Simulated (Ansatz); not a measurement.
AlN:
```yaml
crystal:
  lattice:
    - [0.00000, 2.00549, 2.00549]
    - [2.00549, 0.00000, 2.00549]
    - [2.00549, 2.00549, 0.00000]
  atoms:
    - { symbol: Al, position: [0.00000, 0.00000, 0.00000] }
    - { symbol: N, position: [0.50000, 0.50000, 0.50000] }
```

Relaxed with LDA.

Question: Give the optical modes at the zone centre with their infrared and Raman activity from DFPT, plane-wave PAW LDA (Ansatz code).

Answer: Transverse frequencies, without the LO–TO term; a row sums one degenerate level.

| ω (cm⁻¹) | degeneracy | IR ((D/Å)²/amu) | Raman (Å⁴/amu) | activity | symmetry |
|---|---|---|---|---|---|
| 477 | 3 | 65.53 | 0 | IR | T1u |

Question: How high does the top mode go among those that the LO–TO term moves?

Answer: 895 cm⁻¹ for q along x.

Space group Fm-3m (rock salt). This is a known high-pressure phase of the composition, computed here at zero pressure and temperature. The cell was relaxed with LDA under the symmetry of its start; phonons on a q-mesh show no instability. The volume moved by -39 % from the start of the relaxation.

Potentials: the later of the program's two PAW sets.
